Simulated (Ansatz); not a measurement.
CaPd$_{2}$:
```yaml
crystal:
  lattice:
    - [-1.87200, 1.87200, 4.53249]
    - [1.87200, -1.87200, 4.53249]
    - [1.87200, 1.87200, -4.53249]
  atoms:
    - { symbol: Pd, position: [0.75000, 0.25000, 0.50000] }
    - { symbol: Pd, position: [0.25000, 0.75000, 0.50000] }
    - { symbol: Ca, position: [0.00000, 0.00000, 0.00000] }
```

Relaxed with PBEsol.

Q: Map the valence electron density (e/Å³), cut off at 5 on the plane through (0.750, 0.250, 0.500) spanned by u = [0, 0, 1] and v = [1, -1, 0] in lattice vectors, from plane-wave PAW PBEsol (Ansatz code).

A: x is the fraction of u, y of v (the angle between them is 90°; rows are the nearest grid lines); atoms in the plane: Pd at (0.00, 0.00), Pd at (0.00, 0.50), Ca at (0.50, 0.25).
```
|999931000000000000000139999|
|999931000000000000000139999|
|999620000000000000000026999|
|995210000000000000000012599|
|110000000000000000000000011|
|000000000000000000000000000|
|000000000000000000000000000|
|110000000000000000000000011|
|322100000000000000000001223|
|995210000000000000000012599|
|999620000000000000000026999|
|999931000000000000000139999|
|999931000000000000000139999|
|999620000000010000000026999|
|995210000011232110000012599|
|322100000024676420000001223|
|110000000137999731000000011|
|000000000159999951000000000|
|000000000159999951000000000|
|110000000137999731000000011|
|995210000011232110000012599|
|999620000000010000000026999|
|999931000000000000000139999|
|999931000000000000000139999|
```
Scale: ten equal steps from 0.024 (start of '0') to 5.00 (end of '9'), in the order '0123456789'; x runs from 0.000 to 1.00, y from 0.000 (bottom) to 1.00 (top).

The density is the valence pseudo-density with augmentation charge, so density and ELF within about 1 Å of a nucleus are not all-electron values.

Space group I4/mmm. The workflow started from an entry of the Crystallography Open Database (COD). Its standing as an ambient phase is unchecked. Symmetry was held in the PBEsol relaxation; whether a distortion lowers the energy is not shown. The run is not spin-polarised. The volume moved by -23 % from the start of the relaxation. The volume fell by over 15 % from the filed cell, which may lack light atoms or belong to other conditions.

Potentials: the later of the program's two PAW sets.
